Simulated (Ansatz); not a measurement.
Al (fcc (Cu type), space group No. 225) at seven volumes, PBE (plane waves, PAW; program Ansatz), scaled uniformly. One row is withheld.

| V (Å³/atom) | P (GPa) |
|---|---|
| 14.997 | 9.16 |
| 15.491 | 5.57 |
| 15.985 | 2.54 |
| 16.480 | 0.00 |
| 16.974 | ? |
| 17.469 | -3.96 |
| 17.963 | -5.49 |

### Question
Fit the shown pressures and predict the withheld one.

### Answer
P = (3/2)B₀(x^(7/2) − x^(5/2))[1 + (3/4)(B′ − 4)(x − 1)] with x = (V₀/V)^(2/3). Least squares on the six rows gives V₀ = 16.479 Å³/atom, B₀ = 77.9 GPa, B′ = 4.69. At V = 16.974, x = 0.9805 and P = -2.15 GPa. The run itself gave -2.15 GPa.

Space group Fm-3m (fcc (Cu type)). Symmetry was held in the PBE relaxation.

Potentials: the earlier of the program's two PAW sets.
